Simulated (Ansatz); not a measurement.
Relaxed-ion elastic tensor of Si in space group R-3m (No. 166; Si on 6c, Si on 6c, Si on 6c) in GPa (Voigt order), the program Ansatz at the r²SCAN level (PAW); density 2.31 g/cm³, 20.16 Å³ per atom.

|  | 1 | 2 | 3 | 4 | 5 | 6 |
|---|---|---|---|---|---|---|
| 1 | 197 | 53.6 | 37.9 | 4.2 | 0.0 | 0.0 |
| 2 | 53.6 | 197 | 37.9 | -4.2 | 0.0 | 0.0 |
| 3 | 37.9 | 37.9 | 219 | 0.0 | 0.0 | 0.0 |
| 4 | 4.2 | -4.2 | 0.0 | 55.8 | 0.0 | 0.0 |
| 5 | 0.0 | 0.0 | 0.0 | 0.0 | 55.8 | 4.2 |
| 6 | 0.0 | 0.0 | 0.0 | 0.0 | 4.2 | 71.8 |

Task: Is the crystal mechanically stable?

Result: Yes: the smallest eigenvalue of C is 54.8 GPa.

Task: Work out the Voigt, Reuss and Hill averages.

Result: K_V = 96.9, K_R = 96.9, K_H = 96.9; G_V = 69.0, G_R = 66.6, G_H = 67.8 GPa.

Task: Give Young's modulus, Poisson's ratio, Pugh's ratio and the universal anisotropy index.

Result: E = 9KG/(3K + G) = 165 GPa; ν = 0.22; K/G = 1.43 (brittle by the Pugh limit of 1.75); A_U = 5G_V/G_R + K_V/K_R − 6 = 0.18.

Task: Estimate the sound speeds and the Debye temperature.

Result: v_l = √((K + 4G/3)/ρ) = 9000 m/s, v_t = √(G/ρ) = 5410 m/s, mean 5990 m/s; Θ = (h/k)(3n/4πV)^(1/3) v_m = 655 K.

Task: Solve the Christoffel equation for the three sound speeds along x, y, z.

Result: Eigenvalues of C_ijkl n_j n_l equal ρv². In km/s, slowest first: x 4.87, 5.61, 9.23; y 4.91, 5.57, 9.24; z 4.91, 4.91, 9.73.

Task: How much does each axis shrink under pressure?

Result: Linear compressibilities β_i = Σ_j S_ij (j = 1 to 3): x 3.5, y 3.5, z 3.4 per TPa.

The start of the workflow was typed in or built on a structure type; neither database checked (COD, Materials Project) lists it. It is not the phase usual at ambient conditions (space group No. 227). The r²SCAN relaxation kept the symmetry of its start; its stability against distortions is not shown here.

Potentials: the later of the program's two PAW sets.
